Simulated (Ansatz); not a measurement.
A geometry of W away from equilibrium: step 2 of the relaxation of a relaxed W cell shaken by Gaussian noise of σ = 0.08 Å a coordinate. The numbers are results of PBEsol (plane waves to 420 eV, PAW, scalar-relativistic; Ansatz, an electronic-structure program), not measurements. Γ-centred k-mesh 7×7×7 on the run's cell (coarser than for final values), Fermi–Dirac smearing 0.05 eV.

```xyz
8
Lattice="5.0022 -0.0049 0.0258 -0.0049 5.0837 -0.0232 0.0258 -0.0232 5.0439" Properties=species:S:1:pos:R:3:forces:R:3 pbc="T T T" free_energy=-82056.996 pressure_GPa=4.1
W      0.8389     0.7835     0.8194    0.0403   -0.2004   -0.0596
W      3.3340     1.7228     4.2926    0.2503    0.2992    0.1410
W      4.3086     3.3494     1.7777   -0.2766   -0.9861   -0.1469
W      1.7703     4.2479     3.3087   -0.0750    0.8997    0.1305
W      4.2415     4.3097     4.2765    0.7123   -0.3049    0.3083
W      1.7771     3.3417     0.7843    0.0604   -0.2113    0.2253
W      0.8452     1.7956     3.3839   -0.3116   -0.8971   -0.7533
W      3.3737     0.6825     1.7849   -0.4001    1.4009    0.1547
```

Positions in Å, forces in eV/Å, free energy of the cell in eV (comparable only within this code, potentials and settings). Largest force: 1.47 eV/Å, on W8 (atoms numbered as listed); the geometry lies 0.03 eV/atom above the end of its relaxation.

No spin polarisation in the result.

The end of the path is a generated cell of W: the first start was made by placing the elements on the sites of a structure type, and the end was not matched to a known phase here, so it may be hypothetical. Known forms of W include space group No. 229.
